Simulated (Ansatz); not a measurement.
Ca:
```xyz
1
Lattice="-2.1608 2.1608 2.1608 2.1608 -2.1608 2.1608 2.1608 2.1608 -2.1608" Properties=species:S:1:pos:R:3 pbc="T T T"
Ca     0.0000     0.0000     0.0000
```

Relaxed with PBEsol. Special points in fractions of this cell's reciprocal vectors: Γ (0.000, 0.000, 0.000); H (0.500, -0.500, 0.500); N (0.000, 0.000, 0.500); P (0.250, 0.250, 0.250).

Q: List the band energies nearest the Fermi level at these points for PBEsol (plane waves, PAW; program Ansatz).

A: In eV from the Fermi level; about four levels below and three above (degenerate sets whole), none deeper than 8.9 eV; points with the same levels are listed once.

```tsv
k	below	above
Γ	-4.18	2.33 2.33 2.33
H	-0.02 -0.02	4.07 4.07 4.07
N	-0.96 0.00	1.32 3.35 3.74
P	–	0.32 0.32 0.32
```

Space group Im-3m (bcc (W type)). This is a known high-temperature phase of the composition, computed here at zero pressure and temperature. The cell was relaxed with PBEsol under the symmetry of its start; its stability against distortions is not shown here.

Potentials: the earlier of the program's two PAW sets. The files were generated under PBE; for other functionals the program regenerates the frozen cores, and for LDA and PBEsol the local potential too.
